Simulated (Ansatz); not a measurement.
A geometry of TiTe₂ away from equilibrium: step 2 of the relaxation of a relaxed TiTe2 cell displaced along its unstable phonon at q = (½, ½, 0) of its primitive reciprocal cell (62i cm⁻¹), largest move 0.15 Å. Calculation: PBE (plane waves to 420 eV, PAW, scalar-relativistic; Ansatz, an electronic-structure program). Γ-centred k-mesh 8×8×8 on the run's cell (coarser than for final values), Fermi–Dirac smearing 0.05 eV.

```xyz
6
Lattice="0.0000 6.8922 6.9244 3.4461 3.4461 6.9244 3.4461 3.4461 0.0000" Properties=species:S:1:pos:R:3:forces:R:3 pbc="T T T" free_energy=-32921.191 pressure_GPa=-0.1
Te     1.7231     8.6153     8.8852    0.0000    0.0000    0.1731
Te     1.7231     5.1692     4.9635    0.0000    0.0000   -0.1731
Te     5.1692     5.1692     5.4231    0.0000    0.0000    0.1731
Te     5.1692     8.6153     8.4257    0.0000    0.0000   -0.1731
Ti     0.0000     0.0000     0.0000    0.0000    0.0000    0.0000
Ti     3.4461     6.8922    10.3866    0.0000    0.0000    0.0000
```

Positions in Å, forces in eV/Å, free energy of the cell in eV (comparable only within this code, potentials and settings). Largest force: 0.17 eV/Å, on Te1, Te2, Te3, Te4 (atoms numbered as listed); the geometry lies 0.01 eV/atom above the end of its relaxation.

No spin polarisation in the result.

The run could not lose the symmetry of its start: the end is stationary, and may be a saddle point rather than a minimum.

The end of the path is a generated cell of TiTe2: the first start was made by placing the elements on the sites of a structure type, and the end was not matched to a known phase here, so it may be hypothetical. Known forms of TiTe2 include space group No. 164.
